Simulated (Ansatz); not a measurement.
ZnSnN2:
```cif
data_N2SnZn
_chemical_formula_sum 'Zn1 Sn1 N2'
_space_group_name_H-M_alt 'P 1'
_space_group_IT_number 1
_cell_length_a 5.46523
_cell_length_b 5.46523
_cell_length_c 5.46523
_cell_angle_alpha 33.691
_cell_angle_beta 33.691
_cell_angle_gamma 33.691
loop_
_space_group_symop_operation_xyz
  'x, y, z'
loop_
_atom_site_label
_atom_site_type_symbol
_atom_site_fract_x
_atom_site_fract_y
_atom_site_fract_z
_atom_site_occupancy
Zn1 Zn 0.00000 0.00000 0.00000 1
Sn1 Sn 0.50000 0.50000 0.50000 1
N1 N 0.75356 0.75356 0.75356 1
N2 N 0.24644 0.24644 0.24644 1
```

Relaxed with r²SCAN.

Q: Tabulate the valence density and the electron localisation function along the shortest Sn–N contact (2.21 Å), r²SCAN (plane waves, PAW; program Ansatz).

A: 

```csv
distance from Sn (Å),density (e/Å³),ELF
0.22,11.04,0.00
0.33,9.03,0.00
0.44,6.78,0.02
0.55,4.61,0.06
0.66,2.80,0.12
0.77,1.53,0.18
0.88,0.83,0.22
0.99,0.58,0.24
1.10,0.55,0.33
1.21,0.61,0.51
1.32,0.75,0.69
1.43,0.99,0.80
1.54,1.38,0.82
1.65,1.99,0.79
1.76,2.71,0.69
1.87,3.25,0.48
1.98,3.40,0.21
```

The density is the valence pseudo-density with augmentation charge, so density and ELF within about 1 Å of a nucleus are not all-electron values.

Space group R-3m. The start of the workflow was typed in or built on a structure type; neither database checked (COD, Materials Project) lists it. Its standing as an ambient phase is unchecked. The cell was relaxed with r²SCAN under the symmetry of its start; its stability against distortions is not shown here. Its formation energy is positive at this level, so the cell may be metastable or incomplete. Spin–orbit coupling is left out wherever it is not named.

Potentials: the earlier of the program's two PAW sets.
